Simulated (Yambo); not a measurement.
G0W0@LDA for RbCl (rock salt, space group Fm-3m, No. 225) in Yambo. Reference settings: 4×4×4 Γ-centred k mesh, 159 bands and a 10 Ry block in the screening, 159 bands in G with the Bruneval-Gonze terminator, plasmon pole fitted at 27.2 eV. The LDA gap Γ → Γ on this mesh is 4.85 eV; G0W0 gaps are taken between the same points.

The settings were changed. The gap went from 8.11 eV to 7.62 eV, and the shift of the valence edge from -2.24 eV to -1.79 eV.

Task: Which change was made?
(A) 2 Ry block
(B) no random integration
(C) 98 bands in G, no terminator
(D) 53 bands in W, 53 bands in G

Result: A, 2 Ry block. The others gave (gap, valence shift): 53 bands in W, 53 bands in G: 8.00, -2.02 eV; 98 bands in G, no terminator: 8.01, -2.06 eV; no random integration: 7.98, -1.99 eV.

Geometry relaxed with LDA; primitive cell a = 4.5098 Å, b = 4.5098 Å, c = 4.5098 Å, α = 60.00°, β = 60.00°, γ = 60.00°.

A shift is the quasiparticle energy of the state minus its LDA energy.
